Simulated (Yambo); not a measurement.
## PbTe: sweep of GW parameters

G0W0@LDA for PbTe (rock salt, space group Fm-3m, No. 225) in Yambo. Reference settings: 4×4×4 Γ-centred k mesh, 131 bands and a 8 Ry block in the screening, 131 bands in G with the Bruneval-Gonze terminator, plasmon pole fitted at 27.2 eV. The LDA gap L → L on this mesh is 0.73 eV; G0W0 gaps are taken between the same points.

| change from the reference | G0W0 gap L → L (eV) | shift of the valence edge (eV) | rough Yambo cost |
|---|---|---|---|
| reference settings | 1.16 | -0.61 | 1 |
| 31 bands in W, 31 bands in G | 1.11 | -0.10 | about 1/5 |
| 72 bands in W, 72 bands in G | 1.15 | -0.49 | within a factor of two |
| wavefunctions cut at 30 Ry | 1.16 | -0.61 | about 1/4 |
| exchange cut at 10 Ry | 1.11 | -0.43 | – |
| exchange cut at 20 Ry | 1.15 | -0.59 | – |
| 31 bands in W, 31 bands in G, 5 Ry block | 1.10 | -0.09 | about 1/5 |
| 5 Ry block | 1.13 | -0.56 | about 1/2 |
| 72 bands in W, 72 bands in G, 6 Ry block | 1.13 | -0.47 | within a factor of two |
| 3 Ry block | 1.06 | -0.45 | within a factor of two |
| 6×6×6 mesh | 1.18 | -0.64 | about 6× |
| 47 bands in W, 47 bands in G, no terminator | 1.07 | -0.10 | about 1/5 |
| 72 bands in W, 72 bands in G, 3 Ry block, no terminator | 1.02 | -0.26 | about 1/3 |
| 100 bands in W, 100 bands in G, 3 Ry block, no terminator | 1.03 | -0.36 | about 1/2 |
| no terminator | 1.13 | -0.53 | within a factor of two |

The reference isn't shown to be the converged limit. Costs are rough (shared machines), scaled to the same edge states, and given only for runs that recompute the screening.

Spin-orbit coupling is left out; with 6p states at a band edge it can lower the gap by many tenths of an eV, most of a small gap.

The standard potentials for Pb, Te keep a d shell in the valence without the s and p states of that shell. In tests on such compounds this moved G0W0 gaps by up to about 0.9 eV, so absolute quasiparticle energies here are unreliable; differences between settings are what counts.

Geometry of the Materials Project entry, not relaxed at this level; primitive cell a = b = c = 4.626 Å, α = β = γ = 60.00°.

A shift is the quasiparticle energy of the state minus its LDA energy.
